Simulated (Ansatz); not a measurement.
## Sn$_{3}$Se: one atom moved along a line

Level of theory: DFT PBE, scalar-relativistic, plane waves, PAW (Ansatz 0.2.0). Cutoff 420 eV, Γ-centred 12×12×12 k-points, Gaussian smearing of 0.15 eV. No spin polarisation. Energies are free energies at this smearing, counted from the undisturbed cell; pressure is positive in compression.

The starting cell (relaxed at this level; with this scan's settings it stands at 0.1 GPa; it needn't be the usual structure):

```
CELL_PARAMETERS angstrom
0.00000 3.72795 3.72795
3.72795 0.00000 3.72795
3.72795 3.72795 0.00000
ATOMIC_POSITIONS crystal
Sn 0.25000 0.25000 0.25000
Sn 0.75000 0.75000 0.75000
Sn 0.50000 0.50000 0.50000
Se 0.00000 0.00000 0.00000
```

Atom 4 (Se) is moved by x along the Cartesian unit vector (1.000, 0.000, 0.000); the cell and all other atoms stay fixed. The cell is metallic on the mesh throughout.

```
  x (Å)  ΔE (meV/cell) force along x on the moved atoms (eV/Å) pressure (GPa)
-0.4500           74.1                                     0.36             1.7
-0.2250           17.7                                     0.16             0.5
 0.0000            0.0                                     0.00             0.1
 0.1125            4.5                                    -0.08             0.2
 0.3375           40.3                                    -0.25             1.0
 0.3938              ?                                        ?             1.3
```

By symmetry 0.4500 repeats -0.4500, -0.3375 repeats 0.3375, 0.2250 repeats -0.2250, -0.1125 repeats 0.1125 in energy, with the opposite slope along the path.

Task: Give the withheld values.

Result: ΔE (meV/cell) at x (Å) = 0.3938: 55.6; force along x on the moved atoms (eV/Å) at x (Å) = 0.3938: -0.30.

Cost: 6 runs of about 5.1 core-minutes in all, on Intel Xeon Processor @ 2.70GHz (shared hosts).